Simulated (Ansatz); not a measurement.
Question: Br (molecular I2 type, Cmce) is relaxed with PBEsol (plane waves, PAW; program Ansatz). What lattice parameters of the conventional cell result?

Answer: a = 7.200 Å, b = 4.022 Å, c = 8.532 Å.

Question: Give the free coordinates with the occupied sites.

Answer: In one choice of origin and axes:

```tsv
atom	site	symmetry	x	y	z
Br	8f	m..	0.0000	0.1543	0.1201
```

Question: Is it a metal or does it have a gap at this level?

Answer: A gap of 1.20 eV, indirect.

The cell was relaxed with PBEsol under the symmetry of its start. The substance is a gas or liquid at ambient conditions; this is its low-temperature solid. A crystal of weakly bound units computed without a dispersion correction: the cell and the soft elastic constants depend strongly on that. Scalar-relativistic: spin–orbit coupling is off unless named, which matters more the heavier the elements.

Potentials: the later of the program's two PAW sets.
